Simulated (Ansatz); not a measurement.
According to the program Ansatz at the LDA level (PAW), NiGe in the orthorhombic phase (Pnma; Ni on 4c, Ge on 4c) relaxes to a = 5.230 Å, b = 3.432 Å, c = 5.675 Å. Its formation energy from the elements is -387 meV/atom, with no fitted shifts.

Electronic character: metallic (no gap).

An equation-of-state fit gives a bulk modulus of 1630 kbar. The elastic constants imply a Debye temperature near 416 K. The highest mode at Γ lies at 288 cm^-1.

The cell was relaxed with LDA under the symmetry of its start. No spin polarisation was allowed. As this level gives no gap, shear constants depend on the k-mesh and smearing (Fermi–Dirac, 0.1 eV here). As this level gives no gap, phonon frequencies hold no LO–TO term and depend on the k-mesh and smearing (Fermi–Dirac, 0.1 eV here). On the denser mesh and wider smearing of the elastic run this cell carries a stress of 0.5 GPa. The references are the lowest solids computed at this level, not always the standard phases. Spin–orbit coupling is left out wherever it is not named.

Potentials: the later of the program's two PAW sets.
